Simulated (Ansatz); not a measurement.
Several occupations of a zinc blende lattice at one composition, 4 Hg, 2 Be, 1 Cd, 5 Zn; 12 Te. Sites, in fractions of the cell -6.024 -6.024 0.000; 0.000 6.024 6.024; -6.024 6.024 -6.024 Å:

| cell | sites |
| --- | --- |
| all | Te (0.00 0.00 0.25), Te (0.00 0.50 0.25), Te (0.17 0.33 0.58), Te (0.17 0.83 0.58), Te (0.33 0.17 0.92), Te (0.33 0.67 0.92), Te (0.50 0.00 0.25), Te (0.50 0.50 0.25), Te (0.67 0.33 0.58), Te (0.67 0.83 0.58), Te (0.83 0.17 0.92), Te (0.83 0.67 0.92), Zn (0.17 0.33 0.33) |
| 1 | Be (0.50 0.50 0.00), Be (0.67 0.83 0.33), Cd (0.00 0.50 0.00), Hg (0.17 0.83 0.33), Hg (0.33 0.17 0.67), Hg (0.50 0.00 0.00), Hg (0.67 0.33 0.33), Zn (0.00 0.00 0.00), Zn (0.33 0.67 0.67), Zn (0.83 0.17 0.67), Zn (0.83 0.67 0.67) |
| 2 | Be (0.33 0.67 0.67), Be (0.67 0.83 0.33), Cd (0.83 0.67 0.67), Hg (0.00 0.50 0.00), Hg (0.17 0.83 0.33), Hg (0.50 0.50 0.00), Hg (0.83 0.17 0.67), Zn (0.00 0.00 0.00), Zn (0.33 0.17 0.67), Zn (0.50 0.00 0.00), Zn (0.67 0.33 0.33) |
| 3 | Be (0.33 0.67 0.67), Be (0.83 0.67 0.67), Cd (0.67 0.33 0.33), Hg (0.00 0.00 0.00), Hg (0.00 0.50 0.00), Hg (0.50 0.00 0.00), Hg (0.50 0.50 0.00), Zn (0.17 0.83 0.33), Zn (0.33 0.17 0.67), Zn (0.67 0.83 0.33), Zn (0.83 0.17 0.67) |

Each was relaxed without symmetry on coarser meshes and computed once more. Level of theory: DFT PBE, scalar-relativistic, plane waves, PAW (Ansatz 0.2.0).

Cutoff 420 eV; k points 5×5×3 on the computed 24-atom cell (Γ-centred); Gaussian smearing, width 0.02 eV; no spin polarisation.

Warren–Cowley parameters of the first shell of the sublattice with most elements (negative: unlike neighbours preferred):
```json
{"cell": "1", "Hg-Zn": "-0.05", "Be-Zn": "-0.10", "Be-Hg": "-0.12", "Cd-Zn": "-0.20", "Cd-Hg": "0.00", "Be-Cd": "0.00"}
{"cell": "2", "Hg-Zn": "-0.30", "Be-Zn": "0.00", "Be-Hg": "-0.12", "Cd-Zn": "0.20", "Cd-Hg": "-0.25", "Be-Cd": "-0.50"}
{"cell": "3", "Hg-Zn": "0.25", "Be-Zn": "-0.30", "Be-Hg": "0.25", "Cd-Zn": "-0.60", "Cd-Hg": "0.25", "Be-Cd": "0.50"}
```

Forces of up to 0.06 eV/Å remain on the final mesh.

**Question.** Which occupation is lowest in energy, and by how much?

**Answer.** Cells 1, 2 are lowest, within 8 meV/atom of each other and so too close to rank here.
```
cell E − E(lowest) (meV/atom) V (Å³/atom) gap on mesh (eV)
   1                       0.0        30.89              0.50
   2                       4.6        30.91              0.46
   3                      19.2        31.09              0.29
```

Spin-orbit coupling is left out, which matters for the bands of heavy elements. An odd mesh misses points on the zone edge, so a gap read on it can be too wide.

Cost: 6 runs of about 110 core-minutes in all (earlier runs that led there not counted), on Arm Neoverse V2 (shared hosts).